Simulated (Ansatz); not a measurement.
Values for one crystal, relaxed and computed with LDA in the plane-wave PAW code Ansatz; other levels are named.

* **Volume per atom**: 21.43 Å³
* **Electronic character**: metallic (no gap)
* **Formation energy from the elements (no fitted shifts)**: -0.11 eV/atom
* **Hill bulk and shear moduli**: 153 and 98.6 GPa
* **Elastic constants (relaxed ions, GPa)**: C11 = 317, C12 = 71.0, C44 = 85.1
* **Young's modulus**: 244 GPa
* **Debye temperature from the elastic constants**: 348 K

Task: Which of these materials gives this?
A. PtS2, CdI2 type
B. HgSe, zinc blende
C. TaS2, CdI2 type
D. Te2Os, Pa-3 (Te on 8c, Os on 4a)

Result: D, Te2Os, Pa-3 (Te on 8c, Os on 4a)

The workflow started from an entry of the Crystallography Open Database (COD). Its standing as an ambient phase is unchecked. The LDA relaxation kept the symmetry of its start; of distortions, only those at the zone centre were tested. No spin polarisation was allowed. As this level gives no gap, shear constants depend on the k-mesh and smearing (Fermi–Dirac, 0.1 eV here). The references are the lowest solids computed at this level, not always the standard phases. Spin–orbit coupling is left out wherever it is not named.

Potentials: the later of the program's two PAW sets.
